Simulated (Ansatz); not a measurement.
Relaxation of a generated cell, CdAu built in the AFLOW prototype AB_hP8_194_ad_f (B_i, as in TiAs); 8 atoms in the cell, which starts as P6₃/mmc (No. 194), hP8; a = 3.732 Å, b = 3.732 Å, c = 12.590 Å, α = 90.00°, β = 90.00°, γ = 120.00°. Calculation: PBEsol (plane waves to 420 eV, PAW, scalar-relativistic; Ansatz, a program for electronic structure). Γ-centred k-mesh 10×10×3 on the run's cell (coarser than for final values), Fermi–Dirac smearing 0.05 eV. This is the first round of the run. 

The optimiser's lines from the output (shortened; P is positive under compression):

```
relax step   1: F+E_penalty+E_count = -84763.90849416 eV  Δ(F+E_penalty+E_count) = +0.000e0 eV  max|allowed force component| = 1.616e-1 eV/Å  Δτ_max = 0.0000 Å  P = +12.259 GPa  Ω = 151.862 Å³  (7 SCF iters, dr2 threshold 1.00e-7 eV, accepted)
relax step   2: F+E_penalty+E_count = -84764.47869433 eV  Δ(F+E_penalty+E_count) = -5.702e-1 eV  max|allowed force component| = 4.319e-2 eV/Å  Δτ_max = 0.0144 Å  P = -1.778 GPa  Ω = 173.137 Å³  (8 SCF iters, dr2 threshold 8.00e-7 eV, accepted)
relax step   3: F+E_penalty+E_count = -84764.50607302 eV  Δ(F+E_penalty+E_count) = -2.738e-2 eV  max|allowed force component| = 2.117e-2 eV/Å  Δτ_max = 0.0037 Å  P = -0.425 GPa  Ω = 170.001 Å³  (6 SCF iters, dr2 threshold 8.00e-7 eV, accepted)
relax step   4: F+E_penalty+E_count = -84764.52702463 eV  Δ(F+E_penalty+E_count) = -2.095e-2 eV  max|allowed force component| = 6.422e-3 eV/Å  Δτ_max = 0.0043 Å  P = +0.393 GPa  Ω = 167.888 Å³  (6 SCF iters, dr2 threshold 8.00e-7 eV, accepted)
relax step   5: F+E_penalty+E_count = -84764.56551687 eV  Δ(F+E_penalty+E_count) = -3.849e-2 eV  max|allowed force component| = 7.756e-3 eV/Å  Δτ_max = 0.0017 Å  P = +0.548 GPa  Ω = 166.379 Å³  (5 SCF iters, dr2 threshold 8.00e-7 eV, accepted)
relax step   6: F+E_penalty+E_count = -84764.61229173 eV  Δ(F+E_penalty+E_count) = -4.677e-2 eV  max|allowed force component| = 1.416e-2 eV/Å  Δτ_max = 0.0009 Å  P = -0.236 GPa  Ω = 165.154 Å³  (6 SCF iters, dr2 threshold 8.00e-7 eV, accepted)
relax step   7: F+E_penalty+E_count = -84764.65288731 eV  Δ(F+E_penalty+E_count) = -4.060e-2 eV  max|allowed force component| = 2.452e-2 eV/Å  Δτ_max = 0.0035 Å  P = -0.794 GPa  Ω = 161.737 Å³  (7 SCF iters, dr2 threshold 8.00e-7 eV, accepted)
relax step   8: F+E_penalty+E_count = -84764.65672191 eV  Δ(F+E_penalty+E_count) = -3.835e-3 eV  max|allowed force component| = 2.223e-2 eV/Å  Δτ_max = 0.0003 Å  P = +0.039 GPa  Ω = 159.952 Å³  (6 SCF iters, dr2 threshold 8.00e-7 eV, accepted)
relax step   9: F+E_penalty+E_count = -84764.65678191 eV  Δ(F+E_penalty+E_count) = -6.000e-5 eV  max|allowed force component| = 3.846e-3 eV/Å  Δτ_max = 0.0015 Å  P = +0.030 GPa  Ω = 160.221 Å³  (6 SCF iters, dr2 threshold 3.09e-8 eV, accepted)
relax step  10: F+E_penalty+E_count = -84764.65682269 eV  Δ(F+E_penalty+E_count) = -4.078e-5 eV  max|allowed force component| = 4.879e-4 eV/Å  Δτ_max = 0.0003 Å  P = -0.016 GPa  Ω = 160.180 Å³  (6 SCF iters, dr2 threshold 1.43e-8 eV, accepted)
relax step  11: F+E_penalty+E_count = -84764.65682783 eV  Δ(F+E_penalty+E_count) = -5.136e-6 eV  max|allowed force component| = 3.254e-5 eV/Å  Δτ_max = 0.0000 Å  P = +0.000 GPa  Ω = 160.168 Å³  (4 SCF iters, dr2 threshold 1.90e-9 eV, accepted)
relax step  12: F+E_penalty+E_count = -84764.75335134 eV  Δ(F+E_penalty+E_count) = -9.652e-2 eV  max|allowed force component| = 3.027e-3 eV/Å  Δτ_max = 0.0000 Å  P = +1.123 GPa  Ω = 160.168 Å³  stress off target by 3.11e0 GPa  SCF on the basis re-selected at this cell (its energy is not comparable with the rows above)  (9 SCF iters)
relax step  13: F+E_penalty+E_count = -84764.86851348 eV  Δ(F+E_penalty+E_count) = -1.152e-1 eV  max|allowed force component| = 5.077e-3 eV/Å  Δτ_max = 0.0013 Å  P = +1.272 GPa  Ω = 156.883 Å³  (7 SCF iters, dr2 threshold 8.00e-7 eV, accepted)
relax step  14: F+E_penalty+E_count = -84765.04452654 eV  Δ(F+E_penalty+E_count) = -1.760e-1 eV  max|allowed force component| = 1.140e-2 eV/Å  Δτ_max = 0.0005 Å  P = +0.419 GPa  Ω = 155.008 Å³  (7 SCF iters, dr2 threshold 8.00e-7 eV, accepted)
relax step  15: F+E_penalty+E_count = -84765.22586647 eV  Δ(F+E_penalty+E_count) = -1.813e-1 eV  max|allowed force component| = 4.526e-3 eV/Å  Δτ_max = 0.0012 Å  P = -0.310 GPa  Ω = 152.686 Å³  (7 SCF iters, dr2 threshold 8.00e-7 eV, accepted)
relax step  16: F+E_penalty+E_count = -84765.38344090 eV  Δ(F+E_penalty+E_count) = -1.576e-1 eV  max|allowed force component| = 2.145e-2 eV/Å  Δτ_max = 0.0012 Å  P = +0.596 GPa  Ω = 147.638 Å³  (6 SCF iters, dr2 threshold 8.00e-7 eV, accepted)
relax step  17: F+E_penalty+E_count = -84765.40150389 eV  Δ(F+E_penalty+E_count) = -1.806e-2 eV  max|allowed force component| = 4.737e-3 eV/Å  Δτ_max = 0.0020 Å  P = +0.131 GPa  Ω = 146.500 Å³  (7 SCF iters, dr2 threshold 8.00e-7 eV, accepted)
relax step  18: F+E_penalty+E_count = -84765.40514968 eV  Δ(F+E_penalty+E_count) = -3.646e-3 eV  max|allowed force component| = 5.005e-3 eV/Å  Δτ_max = 0.0010 Å  P = +0.161 GPa  Ω = 145.519 Å³  (7 SCF iters, dr2 threshold 8.00e-7 eV, accepted)
relax step  19: F+E_penalty+E_count = -84765.40529027 eV  Δ(F+E_penalty+E_count) = -1.406e-4 eV  max|allowed force component| = 6.631e-3 eV/Å  Δτ_max = 0.0007 Å  P = -0.148 GPa  Ω = 146.194 Å³  (6 SCF iters, dr2 threshold 1.51e-7 eV, accepted)
relax step  20: F+E_penalty+E_count = -84765.40527193 eV  Δ(F+E_penalty+E_count) = +1.834e-5 eV  max|allowed force component| = 3.561e-2 eV/Å  Δτ_max = 0.0035 Å  P = +0.010 GPa  Ω = 145.928 Å³  (6 SCF iters, dr2 threshold 8.94e-8 eV, rejected (line search))
relax step  21: F+E_penalty+E_count = -84765.40547049 eV  Δ(F+E_penalty+E_count) = -1.802e-4 eV  max|allowed force component| = 3.542e-3 eV/Å  Δτ_max = 0.0002 Å  P = -0.015 GPa  Ω = 146.014 Å³  (10 SCF iters, accepted)
relax step  22: F+E_penalty+E_count = -84765.40560171 eV  Δ(F+E_penalty+E_count) = -1.312e-4 eV  max|allowed force component| = 5.378e-4 eV/Å  Δτ_max = 0.0001 Å  P = -0.003 GPa  Ω = 145.880 Å³  (6 SCF iters, dr2 threshold 1.71e-8 eV, accepted)
relax step  23: F+E_penalty+E_count = -84765.47476157 eV  Δ(F+E_penalty+E_count) = -6.916e-2 eV  max|allowed force component| = 2.069e-3 eV/Å  Δτ_max = 0.0000 Å  P = +0.935 GPa  Ω = 145.880 Å³  stress off target by 2.65e0 GPa  SCF on the basis re-selected at this cell (its energy is not comparable with the rows above)  (9 SCF iters)
relax step  24: F+E_penalty+E_count = -84765.50012060 eV  Δ(F+E_penalty+E_count) = -2.536e-2 eV  max|allowed force component| = 4.924e-3 eV/Å  Δτ_max = 0.0008 Å  P = +0.376 GPa  Ω = 146.093 Å³  (6 SCF iters, dr2 threshold 8.00e-7 eV, accepted)
relax step  25: F+E_penalty+E_count = -84765.51243447 eV  Δ(F+E_penalty+E_count) = -1.231e-2 eV  max|allowed force component| = 1.622e-2 eV/Å  Δτ_max = 0.0002 Å  P = +0.299 GPa  Ω = 145.654 Å³  (6 SCF iters, dr2 threshold 8.00e-7 eV, accepted)
relax step  26: F+E_penalty+E_count = -84765.51272841 eV  Δ(F+E_penalty+E_count) = -2.939e-4 eV  max|allowed force component| = 8.317e-3 eV/Å  Δτ_max = 0.0022 Å  P = -0.078 GPa  Ω = 146.160 Å³  (6 SCF iters, dr2 threshold 2.70e-7 eV, accepted)
relax step  27: F+E_penalty+E_count = -84765.51281519 eV  Δ(F+E_penalty+E_count) = -8.677e-5 eV  max|allowed force component| = 2.236e-4 eV/Å  Δτ_max = 0.0007 Å  P = +0.013 GPa  Ω = 146.035 Å³  (6 SCF iters, dr2 threshold 2.00e-8 eV, accepted)
relax step  28: F+E_penalty+E_count = -84765.51289204 eV  Δ(F+E_penalty+E_count) = -7.685e-5 eV  max|allowed force component| = 1.936e-4 eV/Å  Δτ_max = 0.0000 Å  P = +0.010 GPa  Ω = 146.035 Å³  stress off target by 1.45e-2 GPa  SCF on the basis re-selected at this cell (its energy is not comparable with the rows above)  (6 SCF iters)
```

From the first to the last row the energy changes by -0.20 eV/atom and the volume by -3.8 %. The last row is marked as not comparable with the walk above it, whose basis was carried along; it does compare with step 1, since both stand on a basis selected at the nominal cutoff for their own cell.

Energy and pressure jump between steps 11 and 12 at one geometry, where the plane-wave basis was selected anew. While the cell walks, the set of plane waves is carried along, so its effective cutoff drifts with the strain; re-selecting it at 420 eV moved the energy by -0.012 eV/atom and the pressure by 1.1 GPa. Only step 1 and rows on a re-selected basis compare with each other.

Step 20 was rejected by the optimiser.

Later rounds, restarted from the end of this one on a renewed k-mesh, logged 9 more steps and released under 0.01 eV/atom more. The final structure after all rounds: P6₃/mmc (No. 194), hP8; a = b = 3.0003 Å, c = 18.6957 Å, α = β = 90.00°, γ = 120.00°. Between re-selections the logged energies stand on a plane-wave basis carried along with the cell. No spin polarisation in the result.

The run could not lose the symmetry of its start; a randomly shaken copy of 8 atoms returns to this structure.

The relaxed structure here is a generated cell of CdAu: the first start was made by placing the elements on the sites of a structure type, and the end was not matched to a known phase here, so it may be hypothetical.
